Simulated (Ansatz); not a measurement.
Input and output of a band-structure calculation on Ga4AsN3, ordered on the zincblende lattice (Cm) with 8 atoms a cell (the PAW code Ansatz, PBE). Cell and atoms come from a relaxation with r2SCAN.

Input (YAML):
```yaml
crystal:
  lattice:
    - [5.6204477498, -1.6922127084, -0.0176155747]
    - [5.6204477498, 1.6922127084, -0.0176155747]
    - [-1.0401161836, 0.0, 5.7922134053]
  atoms:
    - { symbol: "N", position: [0.0074524727, 0.0074524727, 0.0184190953] }
    - { symbol: "N", position: [0.4924300928, 0.4924300928, 0.4837433153] }
    - { symbol: "N", position: [0.748473295, 0.748473295, 0.2489254185] }
    - { symbol: As, position: [0.2537048841, 0.2537048841, 0.7522818213] }
    - { symbol: Ga, position: [0.4659534455, 0.4659534455, 0.8229527005] }
    - { symbol: Ga, position: [0.9292484312, 0.9292484312, 0.3106254989] }
    - { symbol: Ga, position: [0.1844018076, 0.1844018076, 0.0991639785] }
    - { symbol: Ga, position: [0.668335571, 0.668335571, 0.5138881716] }
kpoints:
  mp_grid: { grid: [8, 8, 4] }
  band_path:
    path:
      - [[0.0, 0.0, 0.0], [-0.2734196415088, 0.2734196415088, 7.002690301738e-18]]
      - [[0.2734196415088, 0.7265803584912, 7.988061341061e-17], [0.5, 0.5, 6.708724433963e-17], [0.0, 0.0, 0.0], [0.5, 0.5, -0.5], [0.2653750239417, 0.7346249760583, -0.5]]
      - [[-0.2653750239417, 0.2653750239417, -0.5], [-1.504924957289e-19, -1.504924957289e-19, -0.5], [0.0, 0.0, 0.0]]
      - [[8.156891672473e-18, 0.5, -0.5], [0.0, 0.0, 0.0], [1.404437936427e-17, 0.5, 3.99403067053e-17]]
    npoints: 10
hamiltonian:
  xc: pbe
scf:
  occupations: { method: fermi_dirac, width: 0.02 }
  n_extra_bands: 6
output:
  forces: true
  stress: true
  eigenvalues: true
```

Run as `ansatz run input.yaml --threads 4 --pin off --max-ram 6451MiB --backend cpu --events-out ev --progress --plain --runs-dir out`. It took 36 s on 4 threads of Arm Neoverse N1, on a shared host; peak host memory 0.61 GiB.

What the program printed (shortened):
```
Functional definition: PBE
Crystal: 8 atoms, lattice volume = 110.117 Å³
Basis set: ecut = 420 eV, 2159 PW (Γ)
Bands: 47, of which v1, the nominal top of the filled ones, is band 41 counted from 1 (40 counted from 0)
Symmetry: 2 space group operations
Space group: Cm (ITA 8)
k-points: 78 of 256 (time reversal used)
SCF converged after 10 iterations
Free energy (F): -21141.555682 eV
Internal energy: -21141.554561 eV  (E = F + TS)
E sigma→0 (E₀):  -21141.555122 eV
Entropy (-TS):   -0.001121 eV (-0.140 meV/atom)
Fermi energy:    11.105863 eV
--- Forces (eV/Å), atoms counted from 1 ---
  atom   1  N     -0.09938      0.00000    -0.02430
  atom   2  N     -0.08666      0.00000      0.01743
  atom   3  N       0.08686      0.00000    -0.04217
  atom   4  As      0.08748      0.00000      0.11625
  atom   5  Ga      0.15748      0.00000      0.01325
  atom   6  Ga      0.03501      0.00000    -0.00112
  atom   7  Ga    -0.05103      0.00000      0.06925
  atom   8  Ga    -0.12973      0.00000    -0.14858
--- Stress (GPa, compression-positive) ---
        5.304648       0.000000       0.152113
        0.000000       4.421299       0.000000
        0.152113       0.000000       5.220529
  P = ⅓ Tr σ = 4.9822 GPa (49.822 kbar)
```

Levels along the path, in eV from the valence top (v1 is the last filled band, c1 the first empty one):

| point | distance (1/Å) | v2 | v1 | c1 | c2 |
| --- | --- | --- | --- | --- | --- |
| Γ | 0.00 | -1.36 | -1.07 | -0.02 | 1.04 |
| · | 0.51 | -2.74 | -1.86 | 1.22 | 2.73 |
| C | 1.02 | -3.50 | -2.48 | 2.09 | 2.57 |
| C₂ | 1.02 | -3.50 | -2.48 | 2.09 | 2.57 |
| · | 1.35 | -2.85 | -2.38 | 1.78 | 2.34 |
| · | 1.77 | -1.52 | -0.22 | 0.39 | 1.04 |
| Y₂ | 1.86 | -1.50 | 0.00 | 0.31 | 0.94 |
| · | 2.08 | -1.46 | -0.01 | 0.37 | 0.74 |
| · | 2.37 | -1.36 | -0.94 | -0.02 | 1.03 |
| Γ | 2.42 | -1.36 | -1.07 | -0.02 | 1.04 |
| · | 2.71 | -2.01 | -0.09 | 0.20 | 1.38 |
| · | 3.07 | -2.93 | -0.19 | 1.30 | 1.81 |
| M₂ | 3.14 | -2.97 | -0.19 | 1.42 | 1.71 |
| · | 3.48 | -2.79 | -2.02 | 1.95 | 2.28 |
| · | 3.92 | -3.09 | -2.20 | 1.22 | 1.33 |
| D | 4.01 | -3.06 | -2.20 | 1.11 | 1.30 |
| D₂ | 4.01 | -3.06 | -2.20 | 1.11 | 1.30 |
| · | 4.30 | -2.61 | -2.41 | 1.31 | 1.67 |
| · | 4.80 | -2.17 | -1.13 | 1.69 | 1.76 |
| A | 4.99 | -2.28 | -0.35 | 1.49 | 1.53 |
| · | 5.16 | -2.15 | -0.29 | 0.74 | 1.86 |
| · | 5.43 | -1.74 | -0.69 | -0.05 | 1.18 |
| Γ | 5.54 | -1.36 | -1.07 | -0.02 | 1.04 |
| L₂ | 5.54 | -2.63 | -2.14 | 0.53 | 1.47 |
| · | 5.75 | -2.75 | -2.39 | 1.00 | 1.80 |
| · | 6.30 | -2.10 | -1.40 | 0.38 | 1.99 |
| Γ | 6.62 | -1.36 | -1.07 | -0.02 | 1.04 |
| · | 6.82 | -1.49 | -1.06 | -0.27 | 1.43 |
| · | 7.30 | -3.20 | -2.25 | 1.97 | 2.51 |
| V₂ | 7.59 | -3.76 | -2.54 | 2.36 | 2.88 |

With PBE the bands overlap by 0.27 eV (counted from 1, band 41 peaks at Y₂ and band 42 bottoms out at Γ–V₂ (0.20 of the way from Γ)): no gap. The gap is the least over the mesh and the extra points. The mean pressure at these positions is +4.98 GPa, compression counted positive. The largest force is 0.20 eV/Å.

Simulation only: spin-unpolarised, and no claim that this is the phase found in nature.

Spin-orbit coupling is left out.

Where bands overlap, v1 and c1 are numbered by the electron count and aren't everywhere filled or empty.

Overlapping bands make a metal at that level, for which these meshes are coarse; small forces, stresses and energy differences are uncertain. A small overlap in a semilocal functional can be an artefact that a hybrid or GW lifts.
